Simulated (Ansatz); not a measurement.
Starting cell, Cu (fcc, Cu type):

```
CELL_PARAMETERS angstrom
      3.62968     0.00000     0.00000
      0.00000     3.62968     0.00000
      0.00000     0.00000     3.62968
ATOMIC_POSITIONS crystal
  Cu 0.00000 0.00000 0.00000
  Cu 0.50000 0.50000 0.00000
  Cu 0.50000 0.00000 0.50000
  Cu 0.00000 0.50000 0.50000
```

In this cell atom 4 (Cu, nearest neighbour Cu at 2.567 Å; its periodic images, 3.6 Å or more away, move with it) is moved by s along Cartesian z, unit vector (0.000, 0.000, 1.000); all other atoms and the cell stay fixed.

All values below come from PBE (plane waves to 420 eV, PAW, scalar-relativistic; Ansatz, a quantum-chemistry and plane-wave program). k mesh 10×10×10 (Γ-centred), Fermi-Dirac smearing 0.05 eV. The energy includes the smearing's −TS. With partly filled bands, energies and forces of such displacements shift with the k mesh and the smearing. Cu is run without spin polarisation. Cu was relaxed with its symmetry unable to fall. The zero of ΔE is the undisplaced structure.

Problem. What ΔE (meV/cell) does the calculation give at s (Å) = -0.462, -0.308, -0.154, 0.154, 0.308, 0.462, 0.616, 0.770?

Solution. 
```json
[
 {"s (Å)": "-0.462", "ΔE (meV/cell)": "762"},
 {"s (Å)": "-0.308", "ΔE (meV/cell)": "326"},
 {"s (Å)": "-0.154", "ΔE (meV/cell)": "80"},
 {"s (Å)": "0.154", "ΔE (meV/cell)": "80"},
 {"s (Å)": "0.308", "ΔE (meV/cell)": "326"},
 {"s (Å)": "0.462", "ΔE (meV/cell)": "762"},
 {"s (Å)": "0.616", "ΔE (meV/cell)": "1418"},
 {"s (Å)": "0.770", "ΔE (meV/cell)": "2325"}
]
```

(A displaced cell: forces are minus the slopes of the energy, force constants its curvatures, and phonons follow from these.)
